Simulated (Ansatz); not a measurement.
Ionic part of the dielectric constant of AlN, mode by mode

All numbers below come from DFT LDA, scalar-relativistic, plane waves, PAW in Ansatz. Plane waves to 420 eV; Γ-centred k mesh 10×10×10; fixed occupations. No spin polarisation. Phonons by linear response, acoustic sum rule imposed.

It takes space group F-43m (No. 216, cubic). Conventional cell: a = 4.342 Å, b = 4.342 Å, c = 4.342 Å, α = 90.00°, β = 90.00°, γ = 90.00°. Al (site symmetry -43m) has 4 N at 1.88 Å as nearest neighbours. N (site symmetry -43m) has 4 Al at 1.88 Å as nearest neighbours.

The primitive cell has V = 20.47 Å³ and ε∞,zz = 4.538. Each polar mode adds Δε = (4.92064×10⁷/V)·S/ν² along z, with S its oscillator strength in e²/amu, ν in cm⁻¹ and V in Å³.

Question: From these modes, find each Δε and ε0,zz.
| ν (cm⁻¹) | S_zz (e²/amu) |
| --- | --- |
| 664.1 | 0.7024 |

Answer:
```json
{"ν (cm⁻¹)": "664.1", "Δε": "3.83"}
```

The sum is 3.829, so ε0,zz = 8.37; the run's tensor has 8.37.

Question: Where do the longitudinal modes lie for a wave vector along z?

Answer: At 902 cm⁻¹. The Lyddane–Sachs–Teller product Π(ν_LO/ν_TO)² = 1.84 matches ε0/ε∞ = 1.84.

This zinc-blende form isn't the usual stable structure of the compound.

Cost: 1 run of about 0.18 core-minutes, on Intel Xeon Platinum 8559C (Emerald Rapids) (shared hosts).